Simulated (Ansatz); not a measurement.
BeSe:
```xyz
2
Lattice="0.0000 2.5643 2.5643 2.5643 0.0000 2.5643 2.5643 2.5643 0.0000" Properties=species:S:1:pos:R:3 pbc="T T T"
Be     0.0000     0.0000     0.0000
Se     3.8464     3.8464     3.8464
```

Cartesian axes are those of the cell as given.

Task: Give the high-frequency dielectric tensor and the Born effective charge tensors of the independent atoms from DFPT, PBEsol (plane waves, PAW; program Ansatz).

Result: 
ε∞:
```
6.11  0.00  0.00
0.00  6.11  0.00
0.00  0.00  6.11
```
Z* of atom 1 (Be), rows: field, columns: displacement, in e:
```
1.53  0.00  0.00
0.00  1.53  0.00
0.00  0.00  1.53
```
Z* of atom 2 (Se), rows: field, columns: displacement, in e:
```
-1.53   0.00   0.00
 0.00  -1.53   0.00
 0.00   0.00  -1.53
```

Space group F-43m (zinc blende). The cell was relaxed with PBEsol under the symmetry of its start. Spin–orbit coupling is left out wherever it is not named.

Potentials: the earlier of the program's two PAW sets. The files were generated under PBE; for other functionals the program regenerates the frozen cores, and for LDA and PBEsol the local potential too.
